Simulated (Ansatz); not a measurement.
An Ansatz (a first-principles code) run. Input:

Ansatz 0.2 input:
```yaml
crystal:
  lattice:
    - [3.4728981596, 0.0, 0.0]
    - [-1.7364490798, 3.007618031, 0.0]
    - [0.0, 0.0, 13.7764268943]
  atoms:
    - { symbol: Mo, position: [0.3333333333, 0.6666666667, 0.25] }
    - { symbol: Mo, position: [0.6666666667, 0.3333333333, 0.75] }
    - { symbol: Te, position: [0.3333333333, 0.6666666667, 0.6196244505] }
    - { symbol: Te, position: [0.6666666667, 0.3333333333, 0.1196244505] }
    - { symbol: Te, position: [0.6666666667, 0.3333333333, 0.3803755495] }
    - { symbol: Te, position: [0.3333333333, 0.6666666667, 0.8803755495] }
kpoints:
  mp_grid: { grid: [9, 9, 2] }
hamiltonian:
  xc: lda
  pseudopotentials: { kind: paw }
scf:
  occupations: { method: fixed }
elastic: { mode: relaxed_ion, stencil: two_point, amplitude: 0.005, f_tol: 0.0005 }
```

Output (shortened):

```
Pseudopotential: Mo, paw, valence charge 14
Pseudopotential: Te, paw, valence charge 16
Functional definition: SPW92
Crystal: 6 atoms, lattice volume = 143.897 Å³
Basis set: ecut = 420 eV, 2813 PW (Γ)
Bands: 56, of which v1, the nominal top of the filled ones, is band 46 counted from 1 (45 counted from 0)
Symmetry: 24 space group operations
Space group: P63/mmc (ITA 194), of the structure as read, at distance tolerance 5.2e-5 Å
k-points: 24 of 162
SCF 1 converged in 13 iterations: F = -36996.254850 eV  dr2 = 1.82e-14
Crystal: 6 atoms, lattice volume = 143.177 Å³
Basis set: ecut = 420 eV, 2789 PW (Γ)
Symmetry: 8 space group operations
k-points: 50 of 162
SCF 2 converged in 13 iterations: F = -36996.252841 eV  dr2 = 6.55e-15
relax step   1: F+E_penalty+E_count = -36996.25284140 eV  Δ(F+E_penalty+E_count) = +0.000e0 eV  max|allowed force component| = 4.700e-2 eV/Å  Δτ_max = 0.0000 Å  (13 SCF iters, accepted)
Crystal: 6 atoms, lattice volume = 143.177 Å³
SCF 3 converged in 11 iterations: F = -36996.250294 eV  dr2 = 6.41e-14
relax step   2: F+E_penalty+E_count = -36996.25029433 eV  Δ(F+E_penalty+E_count) = +2.547e-3 eV  max|allowed force component| = 1.385e-1 eV/Å  Δτ_max = 0.0140 Å  (11 SCF iters, rejected (line search))
Crystal: 6 atoms, lattice volume = 143.177 Å³
SCF 4 converged in 10 iterations: F = -36996.253228 eV  dr2 = 9.51e-14
relax step   3: F+E_penalty+E_count = -36996.25322810 eV  Δ(F+E_penalty+E_count) = -3.867e-4 eV  max|allowed force component| = 1.030e-3 eV/Å  Δτ_max = 0.0040 Å  (10 SCF iters, accepted)
Crystal: 6 atoms, lattice volume = 143.177 Å³
SCF 5 converged in 8 iterations: F = -36996.253228 eV  dr2 = 2.59e-14
relax step   4: F+E_penalty+E_count = -36996.25322844 eV  Δ(F+E_penalty+E_count) = -3.355e-7 eV  max|allowed force component| = 4.493e-5 eV/Å  Δτ_max = 0.0004 Å  (8 SCF iters, accepted)
Crystal: 6 atoms, lattice volume = 143.177 Å³
SCF 6 converged in 2 iterations: F = -36996.253228 eV  dr2 = 1.23e-14
Crystal: 6 atoms, lattice volume = 144.616 Å³
Basis set: ecut = 420 eV, 2829 PW (Γ)
SCF 7 converged in 13 iterations: F = -36996.252906 eV  dr2 = 9.00e-15
relax step   1: F+E_penalty+E_count = -36996.25290621 eV  Δ(F+E_penalty+E_count) = +0.000e0 eV  max|allowed force component| = 4.626e-2 eV/Å  Δτ_max = 0.0000 Å  (13 SCF iters, accepted)
Crystal: 6 atoms, lattice volume = 144.616 Å³
SCF 8 converged in 10 iterations: F = -36996.253225 eV  dr2 = 4.92e-14
relax step   2: F+E_penalty+E_count = -36996.25322525 eV  Δ(F+E_penalty+E_count) = -3.190e-4 eV  max|allowed force component| = 1.010e-2 eV/Å  Δτ_max = 0.0060 Å  (10 SCF iters, accepted)
Crystal: 6 atoms, lattice volume = 144.616 Å³
SCF 9 converged in 10 iterations: F = -36996.253275 eV  dr2 = 2.85e-14
relax step   3: F+E_penalty+E_count = -36996.25327491 eV  Δ(F+E_penalty+E_count) = -4.966e-5 eV  max|allowed force component| = 6.219e-3 eV/Å  Δτ_max = 0.0099 Å  (10 SCF iters, accepted)
Crystal: 6 atoms, lattice volume = 144.616 Å³
SCF 10 converged in 9 iterations: F = -36996.253288 eV  dr2 = 2.00e-14
relax step   4: F+E_penalty+E_count = -36996.25328772 eV  Δ(F+E_penalty+E_count) = -1.281e-5 eV  max|allowed force component| = 2.487e-4 eV/Å  Δτ_max = 0.0026 Å  (9 SCF iters, accepted)
Crystal: 6 atoms, lattice volume = 144.616 Å³
SCF 11 converged in 2 iterations: F = -36996.253288 eV  dr2 = 7.39e-15
Crystal: 6 atoms, lattice volume = 143.177 Å³
Basis set: ecut = 420 eV, 2787 PW (Γ)
SCF 12 converged in 12 iterations: F = -36996.252296 eV  dr2 = 8.84e-14
relax step   1: F+E_penalty+E_count = -36996.25229603 eV  Δ(F+E_penalty+E_count) = +0.000e0 eV  max|allowed force component| = 1.215e-1 eV/Å  Δτ_max = 0.0000 Å  (12 SCF iters, accepted)
Crystal: 6 atoms, lattice volume = 143.177 Å³
SCF 13 converged in 13 iterations: F = -36996.236293 eV  dr2 = 8.47e-15
relax step   2: F+E_penalty+E_count = -36996.23629258 eV  Δ(F+E_penalty+E_count) = +1.600e-2 eV  max|allowed force component| = 3.593e-1 eV/Å  Δτ_max = 0.0328 Å  (13 SCF iters, rejected (line search))
Crystal: 6 atoms, lattice volume = 143.177 Å³
SCF 14 converged in 11 iterations: F = -36996.254244 eV  dr2 = 5.35e-14
relax step   3: F+E_penalty+E_count = -36996.25424356 eV  Δ(F+E_penalty+E_count) = -1.948e-3 eV  max|allowed force component| = 3.594e-3 eV/Å  Δτ_max = 0.0083 Å  (11 SCF iters, accepted)
Crystal: 6 atoms, lattice volume = 143.177 Å³
SCF 15 converged in 8 iterations: F = -36996.254245 eV  dr2 = 9.38e-15
relax step   4: F+E_penalty+E_count = -36996.25424528 eV  Δ(F+E_penalty+E_count) = -1.727e-6 eV  max|allowed force component| = 3.459e-5 eV/Å  Δτ_max = 0.0002 Å  (8 SCF iters, accepted)
Crystal: 6 atoms, lattice volume = 143.177 Å³
SCF 16 converged in 2 iterations: F = -36996.254245 eV  dr2 = 4.16e-15
Crystal: 6 atoms, lattice volume = 144.616 Å³
Basis set: ecut = 420 eV, 2825 PW (Γ)
SCF 17 converged in 13 iterations: F = -36996.252327 eV  dr2 = 1.09e-14
relax step   1: F+E_penalty+E_count = -36996.25232696 eV  Δ(F+E_penalty+E_count) = +0.000e0 eV  max|allowed force component| = 1.191e-1 eV/Å  Δτ_max = 0.0000 Å  (13 SCF iters, accepted)
Crystal: 6 atoms, lattice volume = 144.616 Å³
SCF 18 converged in 10 iterations: F = -36996.254277 eV  dr2 = 7.09e-14
relax step   2: F+E_penalty+E_count = -36996.25427711 eV  Δ(F+E_penalty+E_count) = -1.950e-3 eV  max|allowed force component| = 2.931e-3 eV/Å  Δτ_max = 0.0080 Å  (10 SCF iters, accepted)
Crystal: 6 atoms, lattice volume = 144.616 Å³
SCF 19 converged in 7 iterations: F = -36996.254278 eV  dr2 = 9.90e-14
relax step   3: F+E_penalty+E_count = -36996.25427827 eV  Δ(F+E_penalty+E_count) = -1.166e-6 eV  max|allowed force component| = 2.966e-5 eV/Å  Δτ_max = 0.0002 Å  (7 SCF iters, accepted)
Crystal: 6 atoms, lattice volume = 144.616 Å³
SCF 20 converged in 2 iterations: F = -36996.254278 eV  dr2 = 4.44e-14
Crystal: 6 atoms, lattice volume = 143.896 Å³
Basis set: ecut = 420 eV, 2807 PW (Γ)
Symmetry: 4 space group operations
SCF 21 converged in 12 iterations: F = -36996.253646 eV  dr2 = 1.28e-14
relax step   1: F+E_penalty+E_count = -36996.25364632 eV  Δ(F+E_penalty+E_count) = +0.000e0 eV  max|allowed force component| = 5.630e-2 eV/Å  Δτ_max = 0.0000 Å  (12 SCF iters, accepted)
Crystal: 6 atoms, lattice volume = 143.896 Å³
SCF 22 converged in 11 iterations: F = -36996.252141 eV  dr2 = 4.62e-15
relax step   2: F+E_penalty+E_count = -36996.25214132 eV  Δ(F+E_penalty+E_count) = +1.505e-3 eV  max|allowed force component| = 9.305e-2 eV/Å  Δτ_max = 0.0216 Å  (11 SCF iters, rejected (line search))
Crystal: 6 atoms, lattice volume = 143.896 Å³
SCF 23 converged in 11 iterations: F = -36996.254403 eV  dr2 = 7.35e-14
relax step   3: F+E_penalty+E_count = -36996.25440331 eV  Δ(F+E_penalty+E_count) = -7.570e-4 eV  max|allowed force component| = 1.585e-2 eV/Å  Δτ_max = 0.0108 Å  (11 SCF iters, accepted)
Crystal: 6 atoms, lattice volume = 143.896 Å³
SCF 24 converged in 11 iterations: F = -36996.254546 eV  dr2 = 3.13e-14
relax step   4: F+E_penalty+E_count = -36996.25454636 eV  Δ(F+E_penalty+E_count) = -1.430e-4 eV  max|allowed force component| = 1.353e-3 eV/Å  Δτ_max = 0.0073 Å  (11 SCF iters, accepted)
Crystal: 6 atoms, lattice volume = 143.896 Å³
SCF 25 converged in 10 iterations: F = -36996.254549 eV  dr2 = 1.79e-14
relax step   5: F+E_penalty+E_count = -36996.25454860 eV  Δ(F+E_penalty+E_count) = -2.248e-6 eV  max|allowed force component| = 1.189e-4 eV/Å  Δτ_max = 0.0012 Å  (10 SCF iters, accepted)
Crystal: 6 atoms, lattice volume = 143.896 Å³
SCF 26 converged in 2 iterations: F = -36996.254549 eV  dr2 = 6.91e-15
Crystal: 6 atoms, lattice volume = 143.896 Å³
SCF 27 converged in 12 iterations: F = -36996.253646 eV  dr2 = 1.41e-14
relax step   1: F+E_penalty+E_count = -36996.25364632 eV  Δ(F+E_penalty+E_count) = +0.000e0 eV  max|allowed force component| = 5.630e-2 eV/Å  Δτ_max = 0.0000 Å  (12 SCF iters, accepted)
Crystal: 6 atoms, lattice volume = 143.896 Å³
SCF 28 converged in 10 iterations: F = -36996.254548 eV  dr2 = 1.53e-14
relax step   2: F+E_penalty+E_count = -36996.25454769 eV  Δ(F+E_penalty+E_count) = -9.014e-4 eV  max|allowed force component| = 3.384e-3 eV/Å  Δτ_max = 0.0082 Å  (10 SCF iters, accepted)
Crystal: 6 atoms, lattice volume = 143.896 Å³
SCF 29 converged in 9 iterations: F = -36996.254549 eV  dr2 = 8.17e-15
relax step   3: F+E_penalty+E_count = -36996.25454852 eV  Δ(F+E_penalty+E_count) = -8.326e-7 eV  max|allowed force component| = 8.794e-4 eV/Å  Δτ_max = 0.0005 Å  (9 SCF iters, accepted)
Crystal: 6 atoms, lattice volume = 143.896 Å³
SCF 30 converged in 8 iterations: F = -36996.254549 eV  dr2 = 4.52e-14
relax step   4: F+E_penalty+E_count = -36996.25454862 eV  Δ(F+E_penalty+E_count) = -9.966e-8 eV  max|allowed force component| = 4.507e-5 eV/Å  Δτ_max = 0.0002 Å  (8 SCF iters, accepted)
Crystal: 6 atoms, lattice volume = 143.896 Å³
SCF 31 converged in 2 iterations: F = -36996.254549 eV  dr2 = 1.71e-14
SCF converged after 13 iterations
Free energy (F): -36996.254850 eV
Harris-Foulkes:  -36996.254850 eV  (|F-HF|=2.18e-11)
Internal energy: -36996.254850 eV  (E = F + TS)
E sigma→0 (E₀):  -36996.254850 eV
Fermi energy:    12.877707 eV
--- Per-component energies (eV) ---
  E_band       = -1105.245266
  E_kinetic    = 1619.244222
  E_local      = -7134.073271  (includes V_loc(G=0)·N_el)
  E_nonlocal   = -920.180182
  E_hartree    = 4020.095656
  E_xc         = -864.313425
  E_vxc        = -882.128333  (∫ρ·V_xc dr)
  E_paw        = -24221.399826  (= ΣΔE_a)
  E_vpaw       = -1828.298313  (= ΣTr[D̂ρ^β])
  E_aug_tail   = -0.000705  (compensation charges beyond the density's cutoff)
  E_ewald      = -9499.287595
  E_core_change = 3.660277  (= ΣΔE_core)
  E_smearing   =  0.000000  (= −TS)
  E_closure    = 0.000000  (closes the sum)
  Σ components = -36996.254850   (vs F -36996.254850, Δ=0.00e0)
--- Forces (eV/Å), atoms counted from 1 ---
  atom   1  Mo     0.00000000     0.00000000     0.00000000
  atom   2  Mo     0.00000000     0.00000000     0.00000000
  atom   3  Te     0.00000000     0.00000000     0.00009027
  atom   4  Te     0.00000000     0.00000000     0.00009027
  atom   5  Te     0.00000000     0.00000000    -0.00009027
  atom   6  Te     0.00000000     0.00000000    -0.00009027
  max |Σ_I F_I| component: 4.63e-18 eV/Å
--- Stress (GPa, compression-positive) ---
       -0.000354       0.000000       0.000000
        0.000000      -0.000354       0.000000
        0.000000       0.000000      -0.001089
  P = ⅓ Tr σ = -0.0006 GPa (-0.006 kbar)
--- Band table (eV; the first three rows and the last of 24) ---
  k-point 0: bands = ["-47.7740", "-47.7740", "-23.7380", "-23.7380", "-23.7374", "-23.7374", "-23.7237", "-23.7237", "-23.7233", "-23.7233", "-23.6723", "-23.6723", "-23.6701", "-23.6701", "-23.6607", "-23.6607", "-23.6587", "-23.6587", "-23.6533", …
  k-point 1: bands = ["-47.7740", "-47.7740", "-23.7377", "-23.7377", "-23.7377", "-23.7377", "-23.7235", "-23.7235", "-23.7235", "-23.7235", "-23.6713", "-23.6713", "-23.6713", "-23.6713", "-23.6596", "-23.6596", "-23.6596", "-23.6596", "-23.6525", …
  k-point 2: bands = ["-47.7727", "-47.7727", "-23.7365", "-23.7360", "-23.7348", "-23.7343", "-23.7263", "-23.7258", "-23.7207", "-23.7204", "-23.6734", "-23.6730", "-23.6712", "-23.6711", "-23.6646", "-23.6627", "-23.6610", "-23.6589", "-23.6517", …
  k-point 23: bands = ["-47.7613", "-47.7613", "-23.7473", "-23.7473", "-23.7197", "-23.7197", "-23.7095", "-23.7095", "-23.7089", "-23.7089", "-23.6922", "-23.6922", "-23.6783", "-23.6783", "-23.6665", "-23.6665", "-23.6661", "-23.6661", "-23.6442", …
--- Elastic constants: 3 strain directions × 2 members + reference (group order 24) ---
  dense FFT box of the reference and of every strained cell: 24×24×96
  strains applied: 11, 33, 23; error gains …
  C = ∂σ_k/∂η_j (tension-positive GPa; Voigt order 11 22 33 23 13 12):
       140.260     33.611     14.370      0.000      0.000      0.000
        33.611    140.260     14.370      0.000      0.000      0.000
        14.354     14.354     51.976      0.000      0.000      0.000
         0.000      0.000      0.000     25.832      0.000      0.000
         0.000      0.000      0.000      0.000     25.832      0.000
         0.000      0.000      0.000      0.000      0.000     53.325
  reference stress σ⁰ (GPa):      0.000      0.000      0.001      0.000      0.000      0.000
  moduli (Voigt/Reuss/Hill, GPa): K = 50.80/39.14/44.97   G = 39.01/33.27/36.14   E = 85.51   ν = 0.183
  mechanically stable: yes (min eigenvalue of sym C = 25.83 GPa)
  strain η (Voigt 11):  stress-route row diagonal C_11 = 140.26 GPa, energy-path curvature d²(F+E_count+ΔE)/dδ²/Ω₀ = 140.24 GPa
         δ    σ_11 (GPa)             F (eV)   n_scf  n_hpsi   n_pw
    -5.000e-3      -0.7172      -36996.2532284       2   19138   2816   relax 4 steps, max|allowed force component| 4.49e-5 eV/Å
     5.000e-3       0.6854      -36996.2532877       2   19150   2844   relax 4 steps, max|allowed force component| 2.49e-4 eV/Å
  strain η (Voigt 33):  stress-route row diagonal C_33 = 51.98 GPa, energy-path curvature d²(F+E_count+ΔE)/dδ²/Ω₀ = 51.91 GPa
         δ    σ_33 (GPa)             F (eV)   n_scf  n_hpsi   n_pw
    -5.000e-3      -0.2738      -36996.2542453       2    9192   2818   relax 4 steps, max|allowed force component| 3.46e-5 eV/Å
     5.000e-3       0.2459      -36996.2542783       2    9196   2848   relax 3 steps, max|allowed force component| 2.97e-5 eV/Å
  strain η (Voigt 23):  stress-route row diagonal C_44 = 25.83 GPa, energy-path curvature d²(F+E_count+ΔE)/dδ²/Ω₀ = 25.86 GPa
         δ    σ_23 (GPa)             F (eV)   n_scf  n_hpsi   n_pw
    -5.000e-3      -0.1292      -36996.2545486       2   19150   2832   relax 5 steps, max|allowed force component| 1.19e-4 eV/Å
     5.000e-3       0.1291      -36996.2545486       2   19146   2832   relax 4 steps, max|allowed force component| 4.51e-5 eV/Å
```

Cost: very roughly 11 core-minutes on shared cores.

Space group P6_3/mmc. Symmetry was held in the LDA relaxation; of distortions, only those at the zone centre were tested. No spin polarisation was allowed. The volume moved by -17 % from the start of the relaxation. A crystal of weakly bound layers computed without a dispersion correction: the cell and the soft elastic constants depend strongly on that. Spin–orbit coupling is left out wherever it is not named.

Potentials: the later of the program's two PAW sets.

Ansatz is a plane-wave DFT program.
